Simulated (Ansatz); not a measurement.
**Li: stationary points along a deformation path**

Theory: DFT PBEsol, scalar-relativistic, plane waves, PAW in Ansatz 0.2.0. Cutoff 420 eV, Γ-centred 22×22×22 k-points, Gaussian smearing of 0.15 eV. No spin polarisation. Energies are free energies at this smearing, counted from the undisturbed cell; pressure is positive in compression.

The undisturbed cell (as given, not relaxed at this level; it stands at -0.7 GPa):

```
Li
1.0
    -1.75000    1.75000    1.75000
     1.75000   -1.75000    1.75000
     1.75000    1.75000   -1.75000
Li
1
Direct
  0.00000 0.00000 0.00000
```

At fixed volume and fractional coordinates, lengths along (0.577, 0.577, 0.577) are scaled against those across it; ρ is that ratio over its starting value. V = 21.438 Å³/atom. Δσ is the stress along the axis less the mean stress across it (compression positive).

| ρ | ΔE (meV/atom) | Δσ (GPa) | space group |
| --- | --- | --- | --- |
| 0.500 | 922.8 | 37.43 | R-3m |
| 0.600 | 433.2 | 23.32 | R-3m |
| 0.710 | 165.6 | 12.88 | R-3m |
| 0.850 | 30.8 | 4.62 | R-3m |
| 0.930 | 5.7 | 1.80 | R-3m |
| 1.000 | 0.0 | 0.00 | Im-3m |
| 1.080 | 5.3 | -1.39 | R-3m |
| 1.200 | 24.0 | -2.49 | R-3m |
| 1.410 | 64.2 | -2.87 | R-3m |
| 1.700 | 105.7 | -1.77 | R-3m |
| 2.000 | 119.0 | 0.00 | Pm-3m |

Task: How does the stress give the slope of the energy, and where is the energy stationary?

Result: Along the path d ln(length) is 2/3 d ln ρ on the axis and −1/3 d ln ρ across it, so dE/d ln ρ = −(2/3) V Δσ: the energy falls with ρ where Δσ is positive. Δσ vanishes or changes sign at ρ = 1.000 (Im-3m), a minimum at 0.0 meV/atom; at ρ = 2.000 (Pm-3m, an end of the scan), at 119.0 meV/atom. Pairs of stationary points between two samples would go unseen, and could change a minimum read from distant neighbours into a maximum. At ρ = 1.000, 2.000 the cell is cubic, where symmetry alone makes the stress isotropic and the slope zero.

Task: Which shear constant sets the curvature at ρ = 1?

Result: For a cubic crystal E/V = (2/3) C (ln ρ)² with C = C44, so Δσ = −2C ln ρ. The parabola of Δσ against ln ρ through ρ = 0.930, 1 and 1.080 gives C ≈ 10.7 GPa with the ions clamped, rough because the steps are large. It is the stress–strain coefficient at this cell's pressure of -0.7 GPa, not the zero-pressure constant.

In a metal these slopes depend on the k mesh and the smearing.